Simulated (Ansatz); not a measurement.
## Formation energy of Ta2Tl (C15 type)

```
CELL_PARAMETERS angstrom
0.00000 3.92503 3.92503
3.92503 0.00000 3.92503
3.92503 3.92503 0.00000
ATOMIC_POSITIONS crystal
Tl 0.12500 0.12500 0.12500
Tl 0.87500 0.87500 0.87500
Ta 0.50000 0.50000 0.50000
Ta 0.50000 0.50000 0.00000
Ta 0.50000 0.00000 0.50000
Ta 0.00000 0.50000 0.50000
```

The cell comes from a relaxation on PAW files under the same functional, begun from a prototype that needn't be the stable phase.

Level of theory: DFT with PBEsol, scalar-relativistic, in Ansatz 0.2.0; a Γ-centred 7×7×7 k mesh, Fermi–Dirac smearing of 0.05 eV, no spin polarisation. LAPW: all electrons, basis error target 1 meV/atom; PAW: frozen-core files, cutoff 420 eV.

The elements are taken as Ta bcc, Tl hcp, each relaxed on PAW files under the same functional and computed by the same method as the compound; zero-point and thermal terms are left out.

Spin–orbit coupling is left out, which matters for the heavy atoms. The PAW files were made under PBE.

Task: Give the formation energy by each method, with the residual pressure at this cell and the LAPW gap.

Result: 

```
method  ΔE(formation) (eV/atom)  P at this cell (GPa)  gap (eV)
  LAPW                    0.593                 -0.05      0.00
   PAW                    0.594                 -0.01         –
```

Task: Give the LAPW value for one formula unit in kJ/mol.

Result: 0.593 eV/atom × 3 atoms × 96.485 kJ/(mol·eV) = 171.6 kJ/mol, at zero temperature and without zero-point motion.

Task: What Bader charges does the PAW density give?

Result: Tl1 -0.34 e, Ta3 +0.17 e.
